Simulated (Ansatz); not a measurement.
## Slab of fcc Ni (111), 6 layers

The slab is cut from the fcc crystal, the stable phase, as relaxed on PAW files (10.40 Å³/atom), with 16 Å of vacuum and a dipole correction:

```xyz
6
Lattice="2.4498 0.0000 0.0000 -1.2249 2.1216 0.0000 0.0000 0.0000 26.0011" Properties=species:S:1:pos:R:3 pbc="T T T"
Ni    0.0000    0.7072    8.0000
Ni    0.0000    2.1216   10.0002
Ni    1.2249    1.4144   12.0004
Ni    0.0000    0.7072   14.0007
Ni    0.0000    2.1216   16.0009
Ni    1.2249    1.4144   18.0011
```

Computed with Ansatz 0.2.0; functional PBEsol, scalar-relativistic. Settings: a Γ-centred 15×15×1 k mesh, Fermi–Dirac smearing of 0.1 eV, spin-polarised from start moments Ni1 1, Ni2 1, Ni3 1, Ni4 1, Ni5 1, Ni6 1 μB. Methods: LAPW: all electrons, basis error target 1 meV/atom; PAW: frozen-core files, cutoff 420 eV.

The bulk energy comes from a cell in the slab's orientation on a 15×15×6 mesh. The surface energy is (E(slab) − N·E(bulk))/2A at zero smearing, the mean of both faces; thin slabs carry quantum-size effects.

The magnetic state is the one reached from the start moments; other orders weren't searched. The PAW files were made under PBE.

Q: As cut, the LAPW slab lies 1.521 eV above 6 atoms of bulk. What surface energy is that?

A: Over two faces of 5.20 Å² it is 146.3 meV/Å², and times 16.02 J/m² per eV/Å² that gives γ = 2.344 J/m².

Q: What do relaxation and the other method give, and what work function comes out?

A: 

| method | γ as cut (J/m²) | γ relaxed (J/m²) | Φ as cut (eV) | Φ relaxed (eV) |
| --- | --- | --- | --- | --- |
| LAPW | 2.344 | 2.336 | 5.24 | 5.23 |
| PAW | 2.346 | 2.337 | 5.24 | 5.24 |

Q: How do the spacings between the planes relax?

A: From the bottom face up: d12 -1.4 % of 2.000 Å, d23 0.0 % of 2.000 Å, d34 +0.1 % of 2.000 Å, d45 0.0 % of 2.000 Å, d56 -1.4 % of 2.000 Å.

Q: How do the moments vary through the slab?

A: Ni1 0.69, Ni2 0.69, Ni3 0.65, Ni4 0.65, Ni5 0.69, Ni6 0.69 μB in the LAPW spheres; the bulk has Ni 0.64 μB.

Q: What changes if the images along the normal are cut off in place of the dipole correction?

A: LAPW then gives: no gap, work function 5.23 eV; PAW: no gap, work function 5.24 eV.
